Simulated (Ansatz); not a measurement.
SiGe in space group P-6m2 (No. 187; Ge on 1a, Si on 1f), DFT-r²SCAN in the program Ansatz with PAW potentials, all energies at zero smearing, with the estimated change up to a 700 eV cutoff added, with one set of potentials and settings (totals compare only within such a set). Cell of 2 atoms (1 Ge, 1 Si): -4940.856 eV.

| element | reference phase | E (eV/atom) |
|---|---|---|
| Ge | Fd-3m, 2 atoms in the cell | -4302.9041 |
| Si | Fd-3m, 2 atoms in the cell | -639.0667 |

Formation energy per atom, worked out: (-4940.856 − 1×(-4302.9041) − 1×(-639.0667))/2 = 0.557 eV/atom (54 kJ per mol of atoms), at 0 K, without zero-point energy or fitted corrections.

The cell is a constructed one: a structure type filled with these elements; neither database checked (COD, Materials Project) lists it. Whether it is the stable phase at ambient conditions was not checked. The cell was relaxed with r²SCAN under the symmetry of its start; whether a distortion lowers the energy is not shown. The references are the lowest solids computed at this level, not always the standard phases.

Potentials: the later of the program's two PAW sets.
